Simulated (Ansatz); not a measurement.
Input and command of a plane-wave DFT calculation in Ansatz:

```yaml
crystal:
  lattice:
    - [-1.75, 1.75, 1.75]
    - [1.75, -1.75, 1.75]
    - [1.75, 1.75, -1.75]
  atoms:
    - { symbol: Li, position: [0.0, 0.0, 0.0] }
basis:
  ecutwfc: 420
kpoints:
  mp_grid: { grid: [20, 20, 20] }
hamiltonian:
  xc: pbe
scf:
  occupations: { method: gaussian, width: 0.15 }
output:
  forces: true
  stress: true
  eigenvalues: true
```

```bash
ansatz run input.yaml --threads 1 --pin off --max-ram 2560MiB --backend cpu --events-out ev --progress --plain --runs-dir out
```

Processor: Oxide Virtual Turin-like Processor (Zen 5), 1 thread, on a host shared with other jobs.

**Question.** Estimate time, memory and problem size.

**Answer.** About 1.6 s on 1 thread of Oxide Virtual Turin-like Processor (Zen 5), with other jobs on the host, peak memory 0.33 GiB. It solves 6 bands at 256 k points (the mesh reduced by symmetry) with about 429 plane waves, in 6 SCF iterations.
